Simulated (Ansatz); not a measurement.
In r²SCAN in the plane-wave PAW code Ansatz, TaTe in the orthorhombic phase (Pmma; Ta on 2e, Te on 2f) relaxes to a = 4.791 Å, b = 3.397 Å, c = 4.901 Å. Its formation energy from the elements is 0.22 eV/atom, with no fitted shifts.

Electronic character: metallic (no gap).

Bader charges are Ta +0.88, Te -0.88 e.

The start of the workflow was typed in or built on a structure type; neither database checked (COD, Materials Project) lists it. Whether it is the stable phase at ambient conditions was not checked. The cell was relaxed with r²SCAN under the symmetry of its start; whether a distortion lowers the energy is not shown. No spin polarisation was allowed. Its formation energy is positive at this level, so the cell may be metastable or incomplete. The references are the lowest solids computed at this level, not always the standard phases. Scalar-relativistic: spin–orbit coupling is off unless named, which matters more the heavier the elements.

Potentials: the earlier of the program's two PAW sets.
